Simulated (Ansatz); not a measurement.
Method: Ansatz 0.2.0, DFT PBE, scalar-relativistic, plane waves, PAW, and for the lanthanide a 4f-in-core norm-conserving potential. Settings: cutoff 660 eV, Γ-centred meshes spaced at most about 0.3 Å⁻¹, and about 0.25 Å⁻¹ or finer for metals (2π included), Gaussian smearing. No spin polarisation in the final relaxations.

Temperature and zero-point effects are left out. All come from trial cells, and lower structures may exist.

Question: Which of these relaxed structures of Sr2PrF3 is the lowest in energy?
1.

```
CELL_PARAMETERS angstrom
8.01730 0.00000 0.00000
0.00000 8.01730 0.00000
0.00000 0.00000 4.58002
ATOMIC_POSITIONS crystal
Sr 0.00000 0.50000 0.00000
Sr 0.50000 0.00000 0.00000
Pr 0.00000 0.00000 0.00000
F 0.00000 0.00000 0.50000
F 0.00000 0.50000 0.50000
F 0.50000 0.00000 0.50000
```

2.

```
CELL_PARAMETERS angstrom
3.60308 0.00000 0.00000
0.00000 3.60308 0.00000
0.00000 0.00000 11.67781
ATOMIC_POSITIONS crystal
Sr 0.50000 0.50000 0.69563
Sr 0.50000 0.50000 0.30437
Pr 0.00000 0.00000 0.00000
F 0.00000 0.00000 0.68957
F 0.00000 0.00000 0.31043
F 0.50000 0.50000 0.50000
```

Answer: 2. It has space group P4/mmm (No. 123); the next, 1, with space group P4/mmm (No. 123), lies 0.36 eV/atom higher. Counting F atoms around Pr and Sr (those within 1.25 times the shortest such distance or 1.15 times the sum of covalent radii, 1.27 where that leaves under three; a plus sign parts nearer from farther groups; the shortest distance is added where it exceeds 1.18 times the sum of covalent radii), the lowest has Sr 1+4, Pr 2 from 3.6 Å and the next has Sr 2, Pr 2.

Cells relaxed within their symmetry can be saddle points. Some types were kept out of the candidates beforehand, so the set may lack a known form.

The lanthanide is trivalent by construction, without f bands, f moments or other valences.
